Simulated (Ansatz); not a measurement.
Ti3Al (D019 type, space group P6_3/mmc)

Space group P6₃/mmc (No. 194); a = b = 5.7474 Å, c = 4.6319 Å, α = β = 90.00°, γ = 120.00°

```tsv
atom	site	symmetry	x	y	z
Ti	6h	mm2	0.3404	0.1702	0.2500
Al	2c	-6m2	0.3333	0.6667	0.2500
```

This relaxed cell (volume V₀) is scaled evenly in all directions, its shape held. The atoms relax within the cell's symmetry.

Calculation: r2SCAN (plane waves to 500 eV, PAW, scalar-relativistic; Ansatz, a first-principles code). k mesh 10×10×10 (Γ-centred), Fermi-Dirac smearing 0.05 eV. Energies are smeared free energies. With the shape held, the modulus is that of even scaling; a crystal free to change shape is softer. The PAW data are Ansatz's earlier set. Ti3Al is run without spin polarisation. Ti3Al was relaxed with its symmetry unable to fall. ΔE is measured from the relaxed starting cell. The last digit holds for this mesh only.

```
V (Å³/atom)  ΔE (meV/atom)
-----------  -------------
15.569                24.8
15.735                16.9
15.900                10.7
16.066                 5.9
16.232                 2.6
16.397                 0.6
16.563                 0.0
16.729                 0.6
16.894                 2.4
17.060                 5.4
17.225                 9.4
17.391                14.5
17.557                20.6
```

Task: What bulk modulus at fixed cell shape B₀ follows from a third-order Birch-Murnaghan fit?

Result: 121 GPa.

Task: What is the fitted pressure derivative B₀′?

Result: 3.6.

(A scan under strain: stresses follow from slopes of the energy per volume, elastic moduli from its curvatures.)
